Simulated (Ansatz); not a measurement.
SrCl2 (fluorite, Fm-3m) under volume change, PBE in the plane-wave PAW code Ansatz, scaled uniformly.

| V (Å³/atom) | E − E(relaxed) (meV/atom) | P (GPa) |
|---|---|---|
| 26.470 | ___ | ___ |
| 27.343 | 12.4 | 2.40 |
| 28.215 | 2.9 | 1.10 |
| 29.088 | 0.0 | 0.00 |
| 29.961 | ___ | ___ |
| 30.833 | 9.8 | -1.72 |
| 31.706 | 21.1 | -2.39 |

Q: What belongs in the gaps?

A: 
- 29.961, E − E(relaxed) (meV/atom): 2.6
- 29.961, P (GPa): -0.93
- 26.470, E − E(relaxed) (meV/atom): 29.5
- 26.470, P (GPa): 3.93

Q: What does a third-order Birch–Murnaghan fit give for V₀, B₀ and B′?

A: V₀ = 29.09 Å³/atom, B₀ = 33.6 GPa, B′ = 4.5.

Symmetry was held in the PBE relaxation; phonons on a q-mesh show no instability. Spin–orbit coupling is left out wherever it is not named.

Potentials: the later of the program's two PAW sets.
